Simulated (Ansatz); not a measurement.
AlN (wurtzite, P6_3mc), DFT-PBE in the program Ansatz with PAW potentials, all energies at zero smearing, with the estimated change up to a 700 eV cutoff added, with one set of potentials and settings (totals compare only within such a set). Cell of 4 atoms (2 Al, 2 N): -1848.519 eV.

```tsv
element	reference phase	E (eV/atom)
Al	Fm-3m, 1 atoms in the cell	-537.5049
N	Pa-3, 8 atoms in the cell	-384.0325
```

Formation energy per atom, worked out: (-1848.519 − 2×(-537.5049) − 2×(-384.0325))/4 = -1.361 eV/atom (-131 kJ per mol of atoms), at 0 K, without zero-point energy or fitted corrections.

The cell was relaxed with PBE under the symmetry of its start. The references are the lowest solids computed at this level, not always the standard phases (solids in place of the gases).

Potentials: the later of the program's two PAW sets.
